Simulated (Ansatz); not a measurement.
Sn (beta-Sn type, space group I4_1/amd)

```yaml
crystal:
  lattice:
    - [-2.91645, 2.91645, 1.57904]
    - [2.91645, -2.91645, 1.57904]
    - [2.91645, 2.91645, -1.57904]
  atoms:
    - { symbol: Sn, position: [0.75000, 0.25000, 0.50000] }
    - { symbol: Sn, position: [0.00000, 0.00000, 0.00000] }
```

E(V) scan at fixed shape, V₀ the volume above. Symmetry pins the atoms to their sites.

Method: PBEsol (plane waves to 420 eV, PAW, scalar-relativistic; Ansatz, a first-principles code). k mesh 17×17×17 (Γ-centred), Fermi-Dirac smearing 0.05 eV. E stands for the smeared free energy. With the shape held, the modulus is that of even scaling; a crystal free to change shape is softer. Sn was relaxed with its symmetry unable to fall. The zero of ΔE is the relaxed starting cell. The last digit holds for this mesh only.

| V (Å³/atom) | ΔE (meV/atom) |
|---|---|
| 22.564 | 169.4 |
| 23.423 | 100.8 |
| 24.283 | 52.8 |
| 25.142 | 21.9 |
| 26.002 | 5.2 |
| 26.862 | 0.0 |
| 27.721 | 4.5 |
| 28.581 | 16.9 |
| 29.440 | 36.0 |
| 30.300 | 60.6 |
| 31.159 | 89.9 |

Task: What is the fitted pressure derivative B₀′?

Result: 4.9.

Task: What bulk modulus at fixed cell shape B₀ follows from a third-order Birch-Murnaghan fit?

Result: 56.0 GPa. Check by three points about V = 26.862 Å³/atom, step 1.719: d²E/dV² ≈ (22 − 2·0 + 17) meV / 1.719² = 0.0132 eV/Å⁶, and V·d²E/dV² × 160.2 = 56.8 GPa.

(Under strain, the slope of the energy per volume gives the stress and its curvature an elastic modulus.)
